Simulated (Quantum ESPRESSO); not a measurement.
# Si3C4: input and log of a self-consistent run

A calculation, not a measurement. The program is pw.x of Quantum ESPRESSO 7.5 (plane-wave density functional theory). The cell is made up: 7 atoms on a zincblende/diamond lattice with one site empty, with randomly drawn elements, strain and displacements, not relaxed. PseudoDojo standard norm-conserving files (v0.5 for PBE, v0.4.1 for LDA and PBEsol) set the functional; there is no spin polarisation, spin-orbit coupling or dispersion term, and the masses in the input are unused placeholders. A spin-polarised start on this cell or one of its family kept no moment.

Input:

```
&control calculation='scf', pseudo_dir='./dojo.nc.sr.pbe.v0_5.standard.upf', outdir='./o', disk_io='medium', tprnfor=.true., tstress=.true. /
&system ibrav=0, nat=7, ntyp=2, nbnd=24, ecutwfc=82.02448710, nosym=.true., tot_charge=0,
 occupations='smearing', smearing='fd', degauss=0.0073498644
/
&electrons conv_thr=7.350e-09, electron_maxstep=60, /
ATOMIC_SPECIES
C 1.0 C.upf
Si 1.0 Si.upf
CELL_PARAMETERS angstrom
4.4295 0.0 0.0
0.0 4.4295 0.0
0.0 0.0 4.4295
ATOMIC_POSITIONS angstrom
Si 0.057 -0.0081 0.0176
Si -0.0001 2.2707 2.2364
Si 2.2439 -0.0342 2.1848
C 1.0469 1.0971 1.1016
C 1.0887 3.3189 3.353
C 3.2897 1.1357 3.3376
C 3.2965 3.2943 1.1154
K_POINTS automatic
6 6 6 1 1 1
```

The log is shortened where brackets say so; the opening notice, blank lines, dates and the lines on written files are dropped, and the path of the files is cut. It prints rydbergs, bohrs and kilobars, and counts compression as positive stress.

```
     Program PWSCF v.7.5
     Parallel version (MPI & OpenMP), running on       1 processor cores
     Number of MPI processes:                 1
     Threads/MPI process:                     1
     [start-up lines left out]
     bravais-lattice index     =            0
     lattice parameter (alat)  =       8.3705  a.u.
     unit-cell volume          =     586.4901 (a.u.)^3
     number of atoms/cell      =            7
     number of atomic types    =            2
     number of electrons       =        28.00
     number of Kohn-Sham states=           24
     kinetic-energy cutoff     =      82.0245  Ry
     charge density cutoff     =     328.0979  Ry
     scf convergence threshold =      7.3E-09
     mixing beta               =       0.7000
     number of iterations used =            8  plain     mixing
     Exchange-correlation= PBE
                           (   1   4   3   4   0   0   0)
     [axes and pseudopotential details left out]
   Cartesian axes
     site n.     atom                  positions (alat units)
         1        Si     tau(   1) = (   0.0128683  -0.0018286   0.0039734  )
         2        Si     tau(   2) = (  -0.0000226   0.5126312   0.5048877  )
         3        Si     tau(   3) = (   0.5065809  -0.0077210   0.4932385  )
         4        C      tau(   4) = (   0.2363472   0.2476803   0.2486962  )
         5        C      tau(   5) = (   0.2457839   0.7492719   0.7569703  )
         6        C      tau(   6) = (   0.7426798   0.2563946   0.7534936  )
         7        C      tau(   7) = (   0.7442149   0.7437183   0.2518117  )
     number of k points=   108  Fermi-Dirac smearing, width (Ry)=  0.0073
     Number of k-points >= 100: set verbosity='high' to print them.
     Dense  grid:    58893 G-vectors     FFT dimensions: (  50,  50,  50)
     Estimated max dynamical RAM per process >      61.04 MB
     Initial potential from superposition of free atoms
     starting charge      27.9980, renormalised to      28.0000
     Starting wfcs are   28 randomized atomic wfcs
     total cpu time spent up to now is       16.6 secs
     per-process dynamical memory:    50.0 Mb
     Self-consistent Calculation
     iteration #  1     ecut=    82.02 Ry     beta= 0.70
     Davidson diagonalization with overlap
     ethr =  1.00E-02,  avg # of iterations =  3.6
     total cpu time spent up to now is       51.5 secs
     total energy              =     -72.89161161 Ry
     estimated scf accuracy    <       0.77160209 Ry
     iteration #  2     ecut=    82.02 Ry     beta= 0.70
     Davidson diagonalization with overlap
     ethr =  2.76E-03,  avg # of iterations =  2.0
     total cpu time spent up to now is       86.6 secs
     total energy              =     -73.04816293 Ry
     estimated scf accuracy    <       0.32389263 Ry
     iteration #  3     ecut=    82.02 Ry     beta= 0.70
     Davidson diagonalization with overlap
     ethr =  1.16E-03,  avg # of iterations =  2.0
     total cpu time spent up to now is      107.7 secs
     total energy              =     -73.08586018 Ry
     estimated scf accuracy    <       0.22884247 Ry
     iteration #  4     ecut=    82.02 Ry     beta= 0.70
     Davidson diagonalization with overlap
     ethr =  8.17E-04,  avg # of iterations =  1.3
     total cpu time spent up to now is      129.4 secs
     total energy              =     -73.12648359 Ry
     estimated scf accuracy    <       0.01779242 Ry
     iteration #  5     ecut=    82.02 Ry     beta= 0.70
     Davidson diagonalization with overlap
     ethr =  6.35E-05,  avg # of iterations =  7.7
     total cpu time spent up to now is      161.6 secs
     total energy              =     -73.12923140 Ry
     estimated scf accuracy    <       0.00108914 Ry
     iteration #  6     ecut=    82.02 Ry     beta= 0.70
     Davidson diagonalization with overlap
     c_bands:  1 eigenvalues not converged
     c_bands:  1 eigenvalues not converged
     c_bands:  1 eigenvalues not converged
     c_bands:  1 eigenvalues not converged
     c_bands:  1 eigenvalues not converged
     ethr =  3.89E-06,  avg # of iterations =  9.9
     total cpu time spent up to now is      197.1 secs
     total energy              =     -73.12934610 Ry
     estimated scf accuracy    <       0.00177097 Ry
     iteration #  7     ecut=    82.02 Ry     beta= 0.70
     Davidson diagonalization with overlap
     ethr =  3.89E-06,  avg # of iterations =  1.7
     total cpu time spent up to now is      214.8 secs
     total energy              =     -73.12959275 Ry
     estimated scf accuracy    <       0.00003233 Ry
     iteration #  8     ecut=    82.02 Ry     beta= 0.70
     Davidson diagonalization with overlap
     ethr =  1.15E-07,  avg # of iterations =  2.2
     total cpu time spent up to now is      240.8 secs
     total energy              =     -73.12960292 Ry
     estimated scf accuracy    <       0.00000178 Ry
     iteration #  9     ecut=    82.02 Ry     beta= 0.70
     Davidson diagonalization with overlap
     ethr =  6.37E-09,  avg # of iterations =  2.6
     total cpu time spent up to now is      266.9 secs
     total energy              =     -73.12960304 Ry
     estimated scf accuracy    <       0.00000138 Ry
     iteration # 10     ecut=    82.02 Ry     beta= 0.70
     Davidson diagonalization with overlap
     ethr =  4.94E-09,  avg # of iterations =  1.6
     total cpu time spent up to now is      288.7 secs
     total energy              =     -73.12960327 Ry
     estimated scf accuracy    <       0.00000032 Ry
     iteration # 11     ecut=    82.02 Ry     beta= 0.70
     Davidson diagonalization with overlap
     ethr =  1.16E-09,  avg # of iterations =  1.8
     total cpu time spent up to now is      307.1 secs
     End of self-consistent calculation
     Number of k-points >= 100: set verbosity='high' to print the bands.
     the Fermi energy is     6.7354 ev
!    total energy              =     -73.12960333 Ry
     estimated scf accuracy    <          7.2E-09 Ry
     smearing contrib. (-TS)   =      -0.00521185 Ry
     internal energy E=F+TS    =     -73.12439148 Ry
     The total energy is F=E-TS. E is the sum of the following terms:
     one-electron contribution =      10.49301322 Ry
     hartree contribution      =       9.62058550 Ry
     xc contribution           =     -25.94231653 Ry
     ewald contribution        =     -67.29567368 Ry
     convergence has been achieved in  11 iterations
     Forces acting on atoms (cartesian axes, Ry/au):
     atom    1 type  2   force =    -0.07073546   -0.00023051   -0.01490493
     atom    2 type  2   force =    -0.01290855   -0.04512783   -0.00354042
     atom    3 type  2   force =    -0.03860757    0.03175989    0.02853475
     atom    4 type  1   force =     0.00004354   -0.02588266    0.08255148
     atom    5 type  1   force =    -0.00585321    0.04522766   -0.06238674
     atom    6 type  1   force =     0.06185768   -0.05929141   -0.04470585
     atom    7 type  1   force =     0.06620357    0.05354487    0.01445171
     Total force =     0.202511     Total SCF correction =     0.000138
     Computing stress (Cartesian axis) and pressure
          total   stress  (Ry/bohr**3)                   (kbar)     P=     -103.26
  -0.00068223   0.00004388   0.00010060         -100.36        6.46       14.80
   0.00004388  -0.00071935   0.00018333            6.46     -105.82       26.97
   0.00010060   0.00018333  -0.00070425           14.80       26.97     -103.60
     init_run     :     12.97s CPU     16.49s WALL (       1 calls)
     electrons    :    261.92s CPU    290.58s WALL (       1 calls)
     forces       :      3.16s CPU      3.22s WALL (       1 calls)
     stress       :     12.55s CPU     12.63s WALL (       1 calls)
     [timing details left out]
     PWSCF        :   4m50.81s CPU   5m23.49s WALL
     JOB DONE.
```

In other units: free energy -994.979 eV for the cell, pressure -10.33 GPa, largest force component 2.122 eV/Å. A rerun of this cell at 1347 eV and a 8 x 8 x 8 mesh moved values by no more than 0.004 eV in energy, 0.08 GPa in stress and 0.006 eV/Å in force.